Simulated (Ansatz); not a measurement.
HgO:
```
CELL_PARAMETERS angstrom
      3.52143     0.00000     0.00000
     -1.76071     3.04965     0.00000
      0.00000     0.00000     8.61737
ATOMIC_POSITIONS crystal
  Hg 0.24604 0.24604 0.50000
  Hg 0.75396 0.00000 0.83333
  Hg 0.00000 0.75396 0.16667
  O  0.53477 0.53477 0.00000
  O  0.46523 0.00000 0.33333
  O  0.00000 0.46523 0.66667
```

Cartesian axes are those of the cell as given.

Task: Give the proper piezoelectric stress tensor with relaxed ions from DFT-LDA in the program Ansatz with PAW potentials.

Result: In C/m², rows x, y, z, Voigt columns; mesh uncertainty up to 0.00.
```
-0.03   0.03   0.00   0.06   0.00   0.00
 0.00   0.00   0.00   0.00  -0.06   0.03
 0.00   0.00   0.00   0.00   0.00   0.00
```

The elastic tensor of the same run (GPa):

|  | 1 | 2 | 3 | 4 | 5 | 6 |
|---|---|---|---|---|---|---|
| 1 | 67.5 | 33.8 | 39.5 | 4.5 | 0.0 | 0.0 |
| 2 | 33.8 | 67.5 | 39.5 | -4.5 | 0.0 | 0.0 |
| 3 | 39.5 | 39.5 | 78.5 | 0.0 | 0.0 | 0.0 |
| 4 | 4.5 | -4.5 | 0.0 | 15.3 | 0.0 | 0.0 |
| 5 | 0.0 | 0.0 | 0.0 | 0.0 | 15.3 | 4.5 |
| 6 | 0.0 | 0.0 | 0.0 | 0.0 | 4.5 | 16.9 |

Task: Convert to strain constants d = e·S.

Result: In pC/N:
```
-1.4   1.4   0.0   4.6   0.0   0.0
 0.0   0.0   0.0   0.0  -4.6   2.7
 0.0   0.0   0.0   0.0   0.0   0.0
```

Space group P3_121. The first step of the workflow began from a Materials Project structure, measured or hypothetical; the Crystallography Open Database copy checked does not list it. COD files the formula under space group No. 44, 62, so this cell is another polymorph or a model. Whether it is the stable phase at ambient conditions was not checked. The LDA relaxation kept the symmetry of its start; phonons on a q-mesh show no instability. A crystal of weakly bound chains computed without a dispersion correction: the cell and the soft elastic constants depend strongly on that. Scalar-relativistic: spin–orbit coupling is off unless named, which matters more the heavier the elements.

Potentials: the later of the program's two PAW sets.
